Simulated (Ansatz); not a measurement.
Here is the system:

TiGeS$_{3}$:
```yaml
crystal:
  lattice:
    - [8.74299, 0.00000, 0.00000]
    - [0.00000, 3.40695, 0.00000]
    - [0.00000, 0.00000, 12.61690]
  atoms:
    - { symbol: Ti, position: [0.84397, 0.75000, 0.45837] }
    - { symbol: Ti, position: [0.15603, 0.25000, 0.54163] }
    - { symbol: Ti, position: [0.65603, 0.25000, 0.95837] }
    - { symbol: Ti, position: [0.34397, 0.75000, 0.04163] }
    - { symbol: Ge, position: [0.55890, 0.25000, 0.34090] }
    - { symbol: Ge, position: [0.44110, 0.75000, 0.65910] }
    - { symbol: Ge, position: [0.94110, 0.75000, 0.84090] }
    - { symbol: Ge, position: [0.05890, 0.25000, 0.15910] }
    - { symbol: S, position: [0.00814, 0.25000, 0.38559] }
    - { symbol: S, position: [0.99186, 0.75000, 0.61441] }
    - { symbol: S, position: [0.49186, 0.75000, 0.88559] }
    - { symbol: S, position: [0.50814, 0.25000, 0.11441] }
    - { symbol: S, position: [0.72849, 0.75000, 0.28518] }
    - { symbol: S, position: [0.27151, 0.25000, 0.71482] }
    - { symbol: S, position: [0.77151, 0.25000, 0.78518] }
    - { symbol: S, position: [0.22849, 0.75000, 0.21482] }
    - { symbol: S, position: [0.67232, 0.25000, 0.51914] }
    - { symbol: S, position: [0.32768, 0.75000, 0.48086] }
    - { symbol: S, position: [0.82768, 0.75000, 0.01914] }
    - { symbol: S, position: [0.17232, 0.25000, 0.98086] }
```

This is the LDA-relaxed structure. Tensor components refer to the Cartesian frame of this cell.

**Question.** All from LDA in the plane-wave PAW code Ansatz, unless another level is named. Predict the formation energy from the elements (no fitted shifts).

**Answer.** -0.97 eV/atom.

**Question.** Give the smallest direct gap on the standard path.

**Answer.** 0.14 eV.

**Question.** And the conduction-band minimum?

**Answer.** on the Γ–X line, 96 % of the way from Γ (k = 0.479, 0.000, 0.000 in fractions of the reciprocal vectors) (2 equivalent valleys).

Space group Pnma. The first step of the workflow began from a Materials Project structure, measured or hypothetical; the Crystallography Open Database files this formula in space group No. 62, but the cells were not matched. Whether it is the stable phase at ambient conditions was not checked. The LDA relaxation kept the symmetry of its start; its stability against distortions is not shown here. The run is not spin-polarised. A crystal of weakly bound chains computed without a dispersion correction: the cell and the soft elastic constants depend strongly on that. The references are the lowest solids computed at this level, not always the standard phases. Scalar-relativistic: spin–orbit coupling is off unless named, which matters more the heavier the elements.

Potentials: the later of the program's two PAW sets.
